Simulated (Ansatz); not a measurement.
# Structure types of W compared at 88 GPa

Structure types of W are relaxed in primitive cells with their symmetry kept at 88 GPa, first on PAW files, then by LAPW. The enthalpy is E + pV at zero temperature, without zero-point motion. Only the types listed were tried, and differences under about 5 meV/atom are mesh noise.

All numbers are PBEsol results (scalar-relativistic) from Ansatz 0.2.0, with Fermi–Dirac smearing of 0.1 eV, no spin polarisation. Methods: LAPW: all electrons, basis error target 0.5 meV/atom; PAW: frozen-core files, cutoff 420 eV.

k meshes: fcc 18×18×18, bcc 18×18×18, hcp 17×17×9, sc 16×16×16, diamond 13×13×13, simple hexagonal 17×17×16.

Spin–orbit coupling is left out, which matters for the heavy atoms. The PAW files were made under PBE.

```
      start type                   ends as          a, b, c (Å)  V (Å³/atom)  H − H(lowest), LAPW (meV/atom)
             fcc                fcc, Fm-3m  3.741, 3.741, 3.741        13.09                               ?
             bcc                bcc, Im-3m  2.963, 2.963, 2.963        13.01                             0.0
             hcp             hcp, P6_3/mmc  2.601, 2.601, 4.475        13.11                               ?
              sc                 sc, Pm-3m  2.414, 2.414, 2.414        14.07                          2262.7
         diamond            diamond, Fd-3m  5.127, 5.127, 5.127        16.84                          5728.6
simple hexagonal  simple hexagonal, P6/mmm  2.568, 2.568, 2.372        13.54                          1633.1
```

Q: Give the missing entry: row "fcc", column "H − H(lowest), LAPW (meV/atom)".

A: 575.6.

Q: Fill in "H − H(lowest), LAPW (meV/atom)" for the row "hcp".

A: 614.6.

Q: Split the lead of bcc over fcc into energy and pV.

A: For fcc less bcc: ΔE = +533.0 meV/atom, and p·ΔV = 88 GPa × +0.0777 Å³ × 6.242 meV/(GPa·Å³) = +42.7 meV/atom, together 575.7 meV/atom. bcc wins on both counts.
